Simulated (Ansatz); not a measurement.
SrO:
```
CELL_PARAMETERS angstrom
      0.00000     2.56121     2.56121
      2.56121     0.00000     2.56121
      2.56121     2.56121     0.00000
ATOMIC_POSITIONS crystal
  Sr 0.00000 0.00000 0.00000
  O  0.50000 0.50000 0.50000
```

Relaxed with PBEsol.

### Question
Decompose the optical modes at the zone centre into irreducible representations, and say which are infrared and Raman allowed.

### Answer
Point group m-3m: Γ_opt = T1u. Infrared: T1u. Raman: none.

### Question
Assign frequencies (DFPT, plane-wave PAW PBEsol (Ansatz code); without the LO–TO term).

### Answer
T1u 203 cm⁻¹.

Space group Fm-3m (rock salt). Symmetry was held in the PBEsol relaxation; of distortions, only those at the zone centre were tested.

Potentials: the later of the program's two PAW sets.
